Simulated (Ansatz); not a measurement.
AgI:
```
AgI
1.0
    4.68514     0.00000     0.00000
   -2.34257     4.05745     0.00000
    0.00000     0.00000     7.66210
Ag I
2 2
Cartesian
  0.00000   2.70497   0.01927
  2.34257   1.35248   3.85032
  0.00000   2.70497   2.89157
  2.34257   1.35248   6.72262
```

Relaxed with PBE. Special points in fractions of this cell's reciprocal vectors: Γ (0.000, 0.000, 0.000); M (0.500, 0.000, 0.000); K (0.333, 0.333, 0.000); A (0.000, 0.000, 0.500); L (0.500, 0.000, 0.500); H (0.333, 0.333, 0.500).

Problem. List the band energies nearest the valence-band maximum at these points for the program Ansatz at the PBE level (PAW).

Solution. In eV from the valence-band maximum; about four levels below and three above (degenerate sets whole), none deeper than 8.9 eV; points with the same levels are listed once.

```
k                        below                above
-  ---------------------------  -------------------
Γ  -0.63 -0.63 -0.06 0.00 0.00  1.37 2.67 5.86 5.86
M      -1.98 -1.59 -0.92 -0.64       3.31 3.65 4.91
K      -2.30 -1.36 -1.36 -1.17       4.38 4.38 4.58
A      -0.33 -0.33 -0.33 -0.33  2.63 2.63 5.65 5.65
L      -1.11 -1.11 -1.11 -1.11  3.30 3.30 4.95 4.95
H      -1.72 -1.72 -1.01 -1.01  3.91 3.91 5.77 5.77
```

Space group P6_3mc (wurtzite). The cell was relaxed with PBE under the symmetry of its start. No spin polarisation was allowed. Scalar-relativistic: spin–orbit coupling is off unless named, which matters more the heavier the elements.

Potentials: the later of the program's two PAW sets.
